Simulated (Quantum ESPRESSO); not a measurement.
**Band energies of Ba2WZnO6**

```
Ba2WZnO6
1.0
    0.00000     4.13025     4.13025
    4.13025     0.00000     4.13025
    4.13025     4.13025     0.00000
O Zn Ba W
6 1 2 1
Direct
  0.76234   0.23766   0.76234
  0.23766   0.76234   0.23766
  0.76234   0.23766   0.23766
  0.23766   0.76234   0.76234
  0.76234   0.76234   0.23766
  0.23766   0.23766   0.76234
  0.50000   0.50000   0.50000
  0.75000   0.75000   0.75000
  0.25000   0.25000   0.25000
  0.00000   0.00000   0.00000
```

PBEsol (pw.x of Quantum ESPRESSO, ONCV potentials, no spin-orbit coupling); path ΓXWKΓLUWLK,UX; energies in eV from the valence-band maximum.

```
k (1/Å)  point  band 41  band 42  band 43  band 44  band 45  band 46  band 47  band 48
-------  -----  -------  -------  -------  -------  -------  -------  -------  -------
0.00         Γ    -0.37    -0.37     0.00     0.00     0.00     3.18     3.18     3.18
0.38              -0.68    -0.68    -0.33    -0.33    -0.02     3.02     3.49     3.49
0.76         X    -0.83    -0.83    -0.75    -0.75    -0.05     2.88     3.81     3.81
0.76         W    -1.15    -0.79    -0.69    -0.35    -0.35     3.30     3.30     3.81
1.03         K    -0.99    -0.63    -0.63    -0.52    -0.20     3.06     3.63     3.69
1.43              -0.73    -0.48    -0.28    -0.19    -0.08     3.24     3.32     3.35
1.84         Γ    -0.37    -0.37     0.00     0.00     0.00     3.18     3.18     3.18
2.17              -0.37    -0.37    -0.17    -0.17    -0.14     3.21     3.29     3.29
2.50         L    -0.56    -0.56    -0.37    -0.10    -0.10     3.23     3.33     3.33
2.73              -0.60    -0.52    -0.52    -0.36    -0.22     3.21     3.42     3.49
2.96         U    -0.99    -0.63    -0.63    -0.52    -0.20     3.06     3.63     3.69
2.96         W    -1.15    -0.79    -0.69    -0.35    -0.35     3.30     3.30     3.81
3.23              -0.66    -0.63    -0.43    -0.39    -0.28     3.28     3.31     3.58
3.50         L    -0.56    -0.56    -0.37    -0.10    -0.10     3.23     3.33     3.33
3.73              -0.60    -0.52    -0.52    -0.36    -0.22     3.21     3.42     3.49
3.96         K    -0.99    -0.63    -0.63    -0.52    -0.20     3.06     3.63     3.69
3.96         U    -0.99    -0.63    -0.63    -0.52    -0.20     3.06     3.63     3.69
4.23         X    -0.83    -0.83    -0.75    -0.75    -0.05     2.88     3.81     3.81
```

The PBEsol gap is indirect, 2.88 eV, from Γ to X; the smallest direct gap is 2.93 eV.

Spin-orbit coupling is left out, which matters for elements this heavy: edges can move by tenths of an eV.

Geometry of the Materials Project entry, not relaxed at this level.
